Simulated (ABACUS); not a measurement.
Band structure of ZrGe (Pnma, 8 atoms in the cell; from Materials Project mp-1025513, lattice scaled a little).

```
ZrGe
1.0
    7.02730     0.00000     0.00000
    0.00000     3.87713     0.00000
    0.00000     0.00000     5.36025
Zr Ge
4 4
Direct
  0.17608   0.25000   0.63089
  0.82392   0.75000   0.36911
  0.32392   0.75000   0.13089
  0.67608   0.25000   0.86911
  0.04832   0.25000   0.15219
  0.95168   0.75000   0.84781
  0.45168   0.75000   0.65219
  0.54832   0.25000   0.34781
```

Level of theory: LDA (PW92), numerical atomic orbitals DZP (confined pseudo-atomic orbitals; energy shift 0.003 Ry), PseudoDojo 0.4 standard norm-conserving LDA (tails mended) pseudopotentials (ABACUS).

Settings: basis = DZP numerical atomic orbitals, energy shift 0.003 Ry; KPT = Gamma 3 6 4 0 0 0; basis_type = lcao; dft_functional = PWLDA; ecutwfc = 100 Ry; smearing_method = mv; smearing_sigma = 0.00734986 Ry; potentials = PseudoDojo 0.4 standard norm-conserving LDA (tails mended); symmetry = 1; nbands = 58; ks_solver = genelpa; scf_nmax = 100; scf_thr = 1.0e-06; mixing_type = broyden.

The atom-centred basis is finite, which shifts total energies against plane waves. Forces and stress are left out: the polarisation orbitals used for some of these elements are too diffuse to give them reliably, and gaps can carry the same lack. The structure comes from a collection of computed structures, made at another level of theory; the collection holds predicted forms beside known ones. Its lattice was then scaled. No clean gap shows at this smearing width and mesh (spacing up to 0.30 Å⁻¹); the mesh is coarse for partly filled bands, so the values carry mesh errors.

Points are given in units of this cell's reciprocal vectors. Levels in eV from the Fermi level, bands 49 to 54:
| point | 49 | 50 | 51 | 52 | 53 | 54 |
|---|---|---|---|---|---|---|
| Γ (0 0 0) | -0.98 | -0.92 | -0.52 | -0.41 | 0.45 | 0.47 |
| X (0 0.5 0) | -1.96 | -1.96 | -1.66 | -1.66 | 2.15 | 2.15 |
| S (0 0.5 0.5) | -1.01 | -1.01 | -0.81 | -0.81 | -0.10 | -0.10 |
| Y (0 0 0.5) | -1.15 | -1.15 | -0.39 | -0.39 | 0.84 | 0.84 |
| Z (0.5 0 0) | -1.23 | -1.23 | -0.34 | -0.34 | 0.18 | 0.18 |
| U (0.5 0.5 0) | -1.97 | -1.97 | -1.97 | -1.97 | 2.35 | 2.35 |
| R (0.5 0.5 0.5) | -1.70 | -1.70 | -1.70 | -1.70 | 1.67 | 1.67 |
| T (0.5 0 0.5) | -1.04 | -1.04 | -1.03 | -1.03 | 0.44 | 0.44 |

4 bands cross the Fermi level along this path, so the cell has no gap at this level.

The Fermi level comes from the SCF mesh, which can miss band crossings, so its place against them is uncertain.

Higher empty bands are left out: an atom-centred basis made for the valence describes them poorly.

The atomic orbitals were generated for these runs; they are not ABACUS's published sets and were checked against plane waves on a few crystals only.

“Tails mended”: in these copies of the files the far tail of each local potential was reset to the Coulomb form.
